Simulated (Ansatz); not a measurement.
Method: Ansatz, DFT PBE, scalar-relativistic, plane waves, PAW. All cells share a 420 eV cutoff and Γ-centred k meshes spaced at most about 0.3 Å⁻¹ (about 0.25 or finer for metals, 2π included). No spin polarisation in the final relaxations.

These are static total energies at zero pressure. All come from trial cells, and lower structures may exist.

Problem. These unrelaxed guesses for Y4I are each relaxed within their symmetry. Order them by the energy at which they end, lowest first.
A.

```
Y I
1.0
     4.07035   -4.27415    0.00000
     4.07035    4.27415    0.00000
     0.00000    0.00000    3.65505
Y I
4 1
Direct
  0.81060 0.18940 0.50000
  0.18940 0.81060 0.50000
  0.28520 0.28520 0.00000
  0.71480 0.71480 0.00000
  0.00000 0.00000 0.00000
```

B.

```
Y I
1.0
    -2.52037    2.52037    4.80137
     2.52037   -2.52037    4.80137
     2.52037    2.52037   -4.80137
Y I
4 1
Cartesian
  0.0000 0.0000 7.2559
  0.0000 2.5204 0.0000
  2.5204 0.0000 0.0000
  0.0000 0.0000 2.3468
  0.0000 0.0000 0.0000
```

C.

```
Y I
1.0
     5.35253    0.00000    0.00000
     0.00000    5.35253    0.00000
     0.00000    0.00000    5.35253
Y I
4 1
Direct
  0.25000 0.25000 0.25000
  0.75000 0.75000 0.25000
  0.25000 0.75000 0.75000
  0.75000 0.25000 0.75000
  0.00000 0.00000 0.00000
```

D.

```
Y I
1.0
     5.31824    0.00000    0.00000
     0.00000    5.31824    0.00000
     0.00000    0.00000    5.31824
Y I
4 1
Cartesian
  0.0000 2.6591 2.6591
  2.6591 0.0000 2.6591
  2.6591 2.6591 0.0000
  0.0000 0.0000 0.0000
  2.6591 2.6591 2.6591
```

Solution. A (ends in Cmmm, 0 meV/atom), B (ends in I4/mmm, 39 meV/atom), D (ends in Pm-3m, 235 meV/atom), C (ends in P-43m, 0.38 eV/atom).

Spin–orbit coupling, which can matter for I, is left out. A magnetic state wasn't ruled out in cells without spin, among them Cmmm, I4/mmm, Pm-3m, P-43m. Cells relaxed within their symmetry can be saddle points. Some candidate types were left out of the draw beforehand, so a known form may be missing.
